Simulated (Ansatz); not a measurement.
Re:
```cif
data_Re2
_chemical_formula_sum 'Re2'
_space_group_name_H-M_alt 'P63/mmc'
_space_group_IT_number 194
_space_group_name_Hall '-P 6c 2c'
_cell_length_a 2.73827
_cell_length_b 2.73827
_cell_length_c 4.41497
_cell_angle_alpha 90.000
_cell_angle_beta 90.000
_cell_angle_gamma 120.000
loop_
_atom_site_label
_atom_site_type_symbol
_atom_site_symmetry_multiplicity
_atom_site_Wyckoff_symbol
_atom_site_fract_x
_atom_site_fract_y
_atom_site_fract_z
_atom_site_occupancy
Re1 Re 2 c 0.33333 0.66667 0.25000 1
```

Relaxed with LDA.

Q: Decompose the optical modes at the zone centre into irreducible representations, and say which are infrared and Raman allowed.

A: Point group 6/mmm: Γ_opt = B1g + E2g. Infrared: none. Raman: E2g.

Q: Assign frequencies (DFPT, LDA (plane waves, PAW; program Ansatz)).

A: B1g 108, E2g 122 cm⁻¹.

Subscripts of B labels follow the axes of the standard setting.

Space group P6_3/mmc (hcp (Mg type)). The LDA relaxation kept the symmetry of its start; of distortions, only those at the zone centre were tested. No spin polarisation was allowed. As this level gives no gap, phonon frequencies hold no LO–TO term and depend on the k-mesh and smearing (Fermi–Dirac, 0.1 eV here). Scalar-relativistic: spin–orbit coupling is off unless named, which matters more the heavier the elements.

Potentials: the earlier of the program's two PAW sets.
